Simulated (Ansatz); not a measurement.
GePt$_{3}$ (A15 (Cr3Si type), Pm-3n) under volume change, plane-wave PAW HSE06 (Ansatz code), scaled uniformly.

```tsv
V (Å³/atom)	E − E(relaxed) (meV/atom)	P (GPa)
14.343	98.3	24.63
14.816	40.6	14.76
15.289	9.4	6.62
15.762	0.0	-0.02
16.235	8.4	-5.48
16.708	31.4	-9.99
17.180	66.4	-13.64
```

Task: What does a third-order Birch–Murnaghan fit give for V₀, B₀ and B′?

Result: V₀ = 15.76 Å³/atom, B₀ = 201 GPa, B′ = 5.6.

A made-up cell: these elements were put on the sites of a structure type; neither database checked (COD, Materials Project) lists it. Its standing as an ambient phase is unchecked. The HSE06 relaxation kept the symmetry of its start; its stability against distortions is not shown here. The run is not spin-polarised. The hybrid run found no gap, on a coarse k-mesh. Spin–orbit coupling is left out wherever it is not named.

Potentials: the later of the program's two PAW sets.
